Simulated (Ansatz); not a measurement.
Q: Each is relaxed and computed with plane-wave PAW PBE (Ansatz code). Which is the only metal?
A) Li6SI2O, Fm-3m (Li on 24e, I on 8c, S on 4a, O on 4b)
B) SiC, P6_422 (Si on 3c, C on 3d)
C) LiC6, Cmmm (C on 4i, C on 4i, C on 4i, Li on 2c)
D) LiF, rock salt

A: C, LiC6, Cmmm (C on 4i, C on 4i, C on 4i, Li on 2c). LiC6: metal; SiC: gap 0.87 eV (indirect); Li6SI2O: gap 3.57 eV (direct); LiF: gap 8.83 eV. Typed or built starts, not in the databases checked: LiC6, Cmmm (C on 4i, C on 4i, C on 4i, Li on 2c); SiC, P6_422 (Si on 3c, C on 3d); Li6SI2O, Fm-3m (Li on 24e, I on 8c, S on 4a, O on 4b). Not the usual ambient phase: SiC, P6_422 (Si on 3c, C on 3d). All cells were relaxed under the symmetry of their starts (and spin orders); stability against distortions was not tested throughout. Scalar-relativistic: spin–orbit coupling is off unless named, which matters more the heavier the elements.

Potentials: the later of the program's two PAW sets.
